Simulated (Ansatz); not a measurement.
ScAl2 (cubic Laves (MgCu2 type), space group No. 227) at seven volumes, r²SCAN (plane waves, PAW; program Ansatz), scaled uniformly. One row is withheld.

```
V (Å³/atom)  P (GPa)
-----------  -------
16.361             ?
16.901          6.63
17.440          3.07
17.980          0.00
18.519         -2.64
19.058         -4.92
19.598         -6.87
```

Q: Fit the shown pressures and predict the withheld one.

A: Third-order Birch–Murnaghan: P = (3/2)B₀(x^(7/2) − x^(5/2))[1 + (3/4)(B′ − 4)(x − 1)] with x = (V₀/V)^(2/3). Least squares on the six rows gives V₀ = 17.980 Å³/atom, B₀ = 94.73 GPa, B′ = 4.00. At V = 16.361, x = 1.0649 and P = 10.80 GPa. The run itself gave 10.78 GPa.

Space group Fd-3m (cubic Laves (MgCu2 type)). The workflow started from a Materials Project entry (that database holds measured and hypothetical structures alike); the Crystallography Open Database copy checked does not list it. Whether it is the stable phase at ambient conditions was not checked. The r²SCAN relaxation kept the symmetry of its start; its stability against distortions is not shown here. No spin polarisation was allowed.

Potentials: the later of the program's two PAW sets.
